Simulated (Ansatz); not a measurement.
# Rb$_{2}$CaYF$_{6}$ in Ansatz, single run

The command:

```bash
ansatz run input.yaml --threads 1 --pin off --max-ram 2560MiB --backend cpu --events-out ev --progress --plain --runs-dir out
```

input.yaml:

```yaml
crystal:
  lattice:
    - [0.0, 4.442393, 4.442393]
    - [4.442393, 0.0, 4.442393]
    - [4.442393, 4.442393, 0.0]
  atoms:
    - { symbol: F, position: [0.756, 0.244, 0.244] }
    - { symbol: F, position: [0.244, 0.756, 0.244] }
    - { symbol: F, position: [0.244, 0.756, 0.756] }
    - { symbol: F, position: [0.756, 0.244, 0.756] }
    - { symbol: F, position: [0.244, 0.244, 0.756] }
    - { symbol: F, position: [0.756, 0.756, 0.244] }
    - { symbol: Ca, position: [0.5, 0.5, 0.5] }
    - { symbol: "Y", position: [0.0, 0.0, 0.0] }
    - { symbol: Rb, position: [0.25, 0.25, 0.25] }
    - { symbol: Rb, position: [0.75, 0.75, 0.75] }
  symmetry: { tolerance: 0.0003 }
kpoints:
  mp_grid: { grid: [4, 4, 4], shift: [0, 0, 0] }
magnetization:
  spin_polarized: false
scf:
  occupations: { method: fermi_dirac, width: 0.15 }
hamiltonian:
  pseudopotentials: { kind: paw }
  xc: r2scan
basis:
  ecutwfc: 500
output:
  forces: true
  stress: true
  eigenvalues: true
  write_density: true
  write_potential: true
  elf: true
  volumetric_format: npy
```

Origin of the cell: a known structure type with other elements, at an estimated volume, so it need not be a known compound.

Output (shortened):

```
band count auto-derived: 52 (N_el = 81.0; filled up to band 41; 51 by the electrons, moments and atoms)
Pseudopotentials: kind: paw
Pseudopotential: F, paw, valence charge 7, recommended cutoff 500 eV (meta_gga), F.paw.azcp
Pseudopotential: Ca, paw, valence charge 10, recommended cutoff 500 eV (meta_gga), Ca.paw.azcp
Pseudopotential: Y, paw, valence charge 11, recommended cutoff 500 eV (meta_gga), Y.paw.azcp
Pseudopotential: Rb, paw, valence charge 9, recommended cutoff 500 eV (meta_gga), Rb.paw.azcp
Functional definition: r2SCAN
  exchange = r2scan_x(k0 = k0, k1 = k1, a1 = a1)
  correlation = r2scan_c
Crystal: 10 atoms, lattice volume = 175.340 Å³
Basis set: ecut = 500 eV, 4477 PW (Γ), exchange–correlation on 192×192×192 points (64 copies of the dense FFT grid, shifted against one another)
[… 16 lines left out …]
Initial density: superposition of atomic densities (neutral atoms: chi_scale 0, normalization atom), corrected by the library's trained network
Functional: x = r2scan, c = r2scan; τ floored in thin density (d = 2e-4 eV/Å³)
SCF iter   1: F=—  HF=-17113.185560 eV  Δρ=7.29e-3  dr2=1.23e-1  dr2_τ=2.01e-1
SCF iter   2: F=—  HF=-17113.407840 eV  Δρ=4.09e-3  dr2=1.89e-2  dr2_τ=3.72e-3
SCF iter   3: F=—  HF=-17113.405646 eV  Δρ=2.05e-3  dr2=6.79e-3  dr2_τ=3.51e-4
SCF iter   4: F=—  HF=-17113.404305 eV  Δρ=5.03e-4  dr2=8.14e-4  dr2_τ=4.45e-5
SCF iter   5: F=—  HF=-17113.404163 eV  Δρ=8.87e-5  dr2=2.87e-5  dr2_τ=3.48e-6
SCF iter   6: F=—  HF=-17113.403965 eV  Δρ=2.60e-5  dr2=2.37e-6  dr2_τ=7.35e-8
SCF iter   7: F=—  HF=-17113.403965 eV  Δρ=6.77e-6  dr2=1.16e-7  dr2_τ=7.31e-9
SCF iter   8: F=-17113.403965 eV  HF=-17113.403965 eV  Δρ=8.75e-7  dr2=1.48e-9  dr2_τ=2.55e-10
SCF 1 converged in 8 iterations: F = -17113.403965 eV  dr2 = 1.48e-9
SCF converged after 8 iterations
Free energy (F): -17113.403965 eV
Harris-Foulkes:  -17113.403965 eV  (|F-HF|=4.29e-10)
Internal energy: -17113.182965 eV  (E = F + TS)
E sigma→0 (E₀):  -17113.293465 eV
Entropy (-TS):   -0.221000 eV (-22.100 meV/atom)
Fermi energy:    10.806955 eV
--- Per-component energies (eV) ---
  E_band       = -649.368320
  E_kinetic    = 2228.785142
  E_local      = -6178.057676  (includes V_loc(G=0)·N_el)
  E_nonlocal   = 894.223952
  E_hartree    = 2170.462841
  E_xc         = -1036.693696
  E_vxc        = -1425.396868  (∫ρ·V_xc dr)
  E_paw        = -10193.156736  (= ΣΔE_a)
  E_vpaw       = -602.015402  (= ΣTr[D̂ρ^β])
  E_aug_tail   = 0.006320  (compensation charges beyond the density's cutoff)
  E_vtau       = 92.161006  (kinetic-family band-sum trace: ∫τ·v_τ [+ j·A + Jᵃ·Aᵃ] dr)
  E_ewald      = -4997.896291
  E_core_change = -0.856823  (= ΣΔE_core)
  E_smearing   = -0.221000  (= −TS)
  Σ components = -17113.403965   (vs F -17113.403965, Δ=0.00e0)
--- Forces (eV/Å), atoms counted from 1 ---
  atom   1  F      0.556489    -0.000000    -0.000000
  atom   2  F      0.000000     0.556489    -0.000000
  atom   3  F     -0.556489     0.000000     0.000000
  atom   4  F     -0.000000    -0.556489    -0.000000
  atom   5  F      0.000000    -0.000000     0.556489
  atom   6  F     -0.000000     0.000000    -0.556489
  atom   7  Ca     0.000000    -0.000000     0.000000
  atom   8  Y     -0.000000    -0.000000     0.000000
  atom   9  Rb     0.000000     0.000000     0.000000
  atom  10  Rb     0.000000     0.000000     0.000000
  max |Σ_I F_I| component: 3.34e-16 eV/Å
--- Stress (GPa, compression-positive) ---
        4.666204       0.000000      -0.000000
       -0.000000       4.666204       0.000000
       -0.000000      -0.000000       4.666204
  P = ⅓ Tr σ = 4.6662 GPa (46.662 kbar)
```

Caveats: no moments, though an odd count or open d shells may carry them; the k mesh is coarse if the cell is a metal.

The run took 7.7 s on 1 thread of Intel(R) Xeon(R) 6975P-C (Granite Rapids), with other jobs on the host, peak memory 0.98 GiB, from the program's own first density.
